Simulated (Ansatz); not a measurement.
These are results of DFT PBE, scalar-relativistic, plane waves, PAW, and for the lanthanide a 4f-in-core norm-conserving potential (Ansatz), not measurements. Settings: cutoff 690 eV, Γ-centred meshes spaced at most about 0.3 Å⁻¹, and about 0.25 Å⁻¹ or finer for metals (2π included), Gaussian smearing. No spin polarisation in the final relaxations.

Temperature and zero-point effects are left out.

Two forms of Li₂Sm were relaxed alike.

A.

```xyz
3
Lattice="3.3754 0.0000 0.0000 -1.6877 2.9232 0.0000 0.0000 0.0000 7.9310" Properties=species:S:1:pos:R:3 pbc="T T T"
Li    0.0000    1.9488    2.7602
Li    1.6877    0.9744    5.1708
Sm    0.0000    0.0000    0.0000
```

B.

```xyz
3
Lattice="1.6848 0.9727 8.0207 -1.6848 0.9727 8.0207 0.0000 -1.9454 8.0207" Properties=species:S:1:pos:R:3 pbc="T T T"
Li    0.0000    0.0000   17.2790
Li    0.0000    0.0000    6.7832
Sm    0.0000    0.0000   12.0311
```

**Question.** Which is lower in energy, and by how much?

**Answer.** They are level within the accuracy (4 meV/atom apart, with A the lower in these runs). A has Li and Sm ordered on fcc sites, space group P-3m1 (No. 164), 26.1 Å³/atom and no gap on its mesh; B has space group R-3m (No. 166), 26.3 Å³/atom and no gap. Even the lower one lies +0.11 eV/atom against the reference forms of the elements (uncorrected), so neither is stable at this level. In A, Li is surrounded by 3 Li at 3.10 Å, 6 Li at 3.38 Å and 3 Sm at 3.38 Å; Sm is surrounded by 6 Sm at 3.38 Å and 6 Li at 3.38 Å. In B, Li has 3 Li at 3.15 Å, 6 Li at 3.37 Å and 3 Sm at 3.39 Å; around Sm lie 6 Sm at 3.37 Å and 6 Li at 3.39 Å. Both come from invented guesses.

The k mesh leaves some 4 meV/atom of noise in the energy of each metallic cell. Cells relaxed within their symmetry can be saddle points.

The lanthanide is trivalent by construction, without f bands, f moments or other valences.
